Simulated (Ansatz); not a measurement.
The calculation used DFT PBE, scalar-relativistic, plane waves, PAW (Ansatz). Settings: cutoff 420 eV, Γ-centred meshes spaced at most about 0.3 Å⁻¹, and about 0.25 Å⁻¹ or finer for metals (2π included), Gaussian smearing. No spin polarisation in the final relaxations.

All energies are static (0 K, no zero-point motion).

Two forms of Sn2Te3Pt were relaxed alike.

A.

```yaml
crystal:
  lattice:
    - [3.67049, 0.00000, 0.00000]
    - [0.00000, 3.67049, 0.00000]
    - [0.00000, 0.00000, 11.52959]
  atoms:
    - { symbol: Sn, position: [0.50000, 0.50000, 0.32344] }
    - { symbol: Sn, position: [0.50000, 0.50000, 0.67656] }
    - { symbol: Te, position: [0.00000, 0.00000, 0.86799] }
    - { symbol: Te, position: [0.00000, 0.00000, 0.13201] }
    - { symbol: Te, position: [0.00000, 0.00000, 0.50000] }
    - { symbol: Pt, position: [0.50000, 0.50000, 0.00000] }
```

B.

```yaml
crystal:
  lattice:
    - [5.83627, 0.00000, 0.00000]
    - [0.00000, 5.83627, 0.00000]
    - [0.00000, 0.00000, 5.66724]
  atoms:
    - { symbol: Sn, position: [0.00000, 0.50000, 0.50000] }
    - { symbol: Sn, position: [0.50000, 0.00000, 0.50000] }
    - { symbol: Te, position: [0.00000, 0.00000, 0.50000] }
    - { symbol: Te, position: [0.50000, 0.50000, 0.00000] }
    - { symbol: Te, position: [0.00000, 0.00000, 0.00000] }
    - { symbol: Pt, position: [0.50000, 0.50000, 0.50000] }
```

Question: Which is lower in energy, and by how much?

Answer: A is lower, by 90 meV/atom. A has Sn and Pt ordered on caesium chloride sites, space group P4/mmm (No. 123), 25.9 Å³/atom and no gap on its mesh; B has space group P4/mmm (No. 123), 32.2 Å³/atom and no gap. Counting Te atoms around Pt and Sn (those within 1.25 times the shortest such distance or 1.15 times the sum of covalent radii; the shortest distance is added where it is long for a bond), A has Sn 8 from 3.3 Å, Pt 8 and B has Sn 2, Pt 2. B holds Te–Te chains (shortest 2.83 Å); in A the shortest Te–Te distance is 3.04 Å, near bonding range too. The denser one is the lower, and pressure would at first widen the difference. Even the lower one lies +0.11 eV/atom against the reference forms of the elements (uncorrected), so neither is stable at this level. Both come from invented guesses. A third cell relaxed alike, in R-3m, lies 107 meV/atom below the lower of the two.

Spin–orbit coupling, which can matter for Pt and Te, is left out. Cells relaxed within their symmetry can be saddle points.
